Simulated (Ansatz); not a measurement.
According to plane-wave PAW r²SCAN (Ansatz code), Al in the trigonal phase (P-3m1; Pearson symbol hP11) relaxes to a = 2.827 Å, c = 25.328 Å. Al on 2d has 12 nearest neighbours from 2.81 Å (cuboctahedral); Al on 2d has 12 nearest neighbours from 2.83 Å (anticuboctahedral); Al on 2c has 12 nearest neighbours from 2.81 Å (cuboctahedral); Al on 2d has 12 nearest neighbours from 2.82 Å (cuboctahedral).

Electronic character: metallic (no gap).

The bulk modulus is 91.6 GPa.

The start of the workflow was typed in or built on a structure type; neither database checked (COD, Materials Project) lists it. It is not the phase usual at ambient conditions (space group No. 225). The r²SCAN relaxation kept the symmetry of its start; its stability against distortions is not shown here. Axis ratios of metals converge slowly with the k-mesh, so a and c are less sure than the volume.

Potentials: the earlier of the program's two PAW sets.
